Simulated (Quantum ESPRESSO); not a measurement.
Inputs of pw.x and gipaw.x (a modified build of Quantum ESPRESSO, PBE) for CaF$_{2}$; the starting potential comes from an earlier run on another mesh:

```
&CONTROL
  calculation = 'scf'
  prefix = 'x'
  pseudo_dir = './pseudo'
  outdir = './out'
  tprnfor = .true.
/
&SYSTEM
  ibrav = 0
  nat = 3
  ntyp = 2
  ecutwfc = 45
  ecutrho = 180
  occupations = 'fixed'
  nbnd = 12
/
&ELECTRONS
  conv_thr = 1e-11
  startingpot = 'file'
/
ATOMIC_SPECIES
Ca 40.078 Ca.GGA_PBE-JTH.UPF
F 18.998 F.GGA_PBE-JTH.UPF
CELL_PARAMETERS angstrom
    0.000000000000     2.731604000000     2.731604000000
    2.731604000000     0.000000000000     2.731604000000
    2.731604000000     2.731604000000     0.000000000000
ATOMIC_POSITIONS crystal
Ca     0.000000000000     0.000000000000     0.000000000000
F      0.250000000000     0.250000000000     0.250000000000
F      0.750000000000     0.750000000000     0.750000000000
K_POINTS automatic
4 4 4 1 1 1
```

```
&INPUTGIPAW
  job = 'nmr'
  prefix = 'x'
  tmp_dir = './out/'
  restart_mode = 'from_scratch'
  pawproj(1) = .true.
  pawproj(2) = .true.
  use_nmr_macroscopic_shape = .false.
/
```

The cell was made here from an entry of the Crystallography Open Database (unchecked): atoms relaxed with PBE in the measured cell (PBE without dispersion, pw.x of Quantum ESPRESSO, symmetry kept).  Stability against distortions was not tested.

Q: Predict the shielding tensors that the run ends with.

A: 
```
     Total NMR chemical shifts in ppm: ---------------------------------------
     (adopting the Simpson convention for anisotropy and asymmetry)-----------

     Atom  1  Ca  pos: (  0.000000  0.000000  0.000000)  Total sigma:        1132.38
          1132.3758          0.0000          0.0000
             0.0000       1132.3758          0.0000
             0.0000          0.0000       1132.3758

     Ca      1    anisotropy:     -0.00    eta:    0.0000
     Ca      1    sigma_11=   1132.38
     Ca      1    sigma_22=   1132.38
     Ca      1    sigma_33=   1132.38

     Atom  2  F   pos: (  0.353553  0.353553  0.353553)  Total sigma:         211.08
           211.0796         -0.0000         -0.0000
            -0.0000        211.0796          0.0000
            -0.0000         -0.0000        211.0796

     F       2    anisotropy:      0.00    eta:    0.0000
     F       2    sigma_11=    211.08
     F       2    sigma_22=    211.08
     F       2    sigma_33=    211.08

     Atom  3  F   pos: (  1.060660  1.060660  1.060660)  Total sigma:         211.08
           211.0796         -0.0000         -0.0000
            -0.0000        211.0796         -0.0000
            -0.0000         -0.0000        211.0796

     F       3    anisotropy:      0.00    eta:    0.0000
     F       3    sigma_11=    211.08
     F       3    sigma_22=    211.08
     F       3    sigma_33=    211.08
```
The printed anisotropy is 3/2 (σ_33 − σ_iso) in the program's own order; the axes are left out here. All sites are cubic, so the anisotropy vanishes by symmetry. Shieldings are absolute and leave out the bulk-susceptibility term; a larger σ means a smaller chemical shift. By our sweeps, such settings leave a few ppm in absolute σ. PBE places the empty d or f states of Ca too low, which is known to distort σ on and beside such ions.
